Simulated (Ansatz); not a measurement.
# CuSn under pressure

These are results of DFT LDA, scalar-relativistic, plane waves, PAW in Ansatz 0.2.0, not measurements. Settings: 420 eV plane-wave cutoff, Γ-centred 12×12×8 mesh, Fermi-Dirac smearing of 0.15 eV. No spin polarisation. Phonons by linear response, acoustic sum rule imposed.

Equilibrium structure at this level:
```xyz
4
Lattice="4.0740 0.0000 0.0000 -2.0370 3.5282 0.0000 0.0000 0.0000 4.9280" Properties=species:S:1:pos:R:3 pbc="T T T"
Cu    0.0000    0.0000    0.0000
Cu    0.0000    0.0000    2.4640
Sn    0.0000    2.3521    1.2320
Sn    2.0370    1.1761    3.6960
```

In a metal, frequencies and elastic constants depend on the k mesh and the smearing, soft modes and shear constants most.

Optical modes at Γ (cm⁻¹) at zero pressure: 119, 122, 133, 135, 190, 243.

Question: Under hydrostatic pressure the same modes lie at 132, 134, 147, 149, 209, 267 cm⁻¹. What is the pressure, and how much has the cell shrunk?

Answer: 5 GPa; the volume is 4.3 % smaller.